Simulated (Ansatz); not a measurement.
MgAu (CsCl type)

```
CELL_PARAMETERS angstrom
      3.21955     0.00000     0.00000
      0.00000     3.21955     0.00000
      0.00000     0.00000     3.21955
ATOMIC_POSITIONS crystal
  Mg 0.50000 0.50000 0.50000
  Au 0.00000 0.00000 0.00000
```

The slice is a {110} plane (indices of the conventional cell) through the point (0.500, 0.500, 0.500) (fractional), spanned by u = [100] and v = [011] in vectors of this cell: u (3.22 Å) and v (4.55 Å, at 90° to u). It covers one period; positions are fractions (u, v).

Calculation: LDA (plane waves to 420 eV, PAW, scalar-relativistic; Ansatz, a program for electronic structure). k mesh 14×14×14. Inside the PAW spheres the values are not all-electron values, and peaks at nuclei hang on which shells count as valence. MgAu was relaxed with its symmetry unable to fall. Spin-orbit coupling is left out, though Au is heavy.

What is the ELF at the density minimum of the shortest Mg–Au line in this plane (2.79 Å)?

0.1.

What is the valence density on the shortest Mg–Au line in this plane (2.79 Å), at its minimum between the atoms?

0.16 e/Å³.

Predict the map of the valence electron density on the slice.


```
|99863100000000013689|
|88752100000000012578|
|66531000000000001356|
|33210000000000000123|
|11100000111110000011|
|00000111111111110000|
|00001112222222111000|
|00011223333333221100|
|00112234455544322110|
|00112345666665432110|
|01123456777776543211|
|11123467788877643211|
|11123567888887653211|
|11123567888887653211|
|11123567888887653211|
|11123467788877643211|
|01123456777776543211|
|00112345666665432110|
|00112234455544322110|
|00011223333333221100|
|00001112222222111000|
|00000111111111110000|
|11100000111110000011|
|33210000000000000123|
|66531000000000001356|
|88752100000000012578|
|99863100000000013689|
|99864100000000014689|
```
Scale: ten equal steps from -0.99 (start of '0') to 1.50 (end of '9'), in the order '0123456789'. Values: log₁₀ of the valence density in e/Å³. The map has 20 points along u (one character each, u = 0 at the left) and 28 along v (v = 0 in the bottom row). The scale is logarithmic, as a density can span decades between atoms and voids.
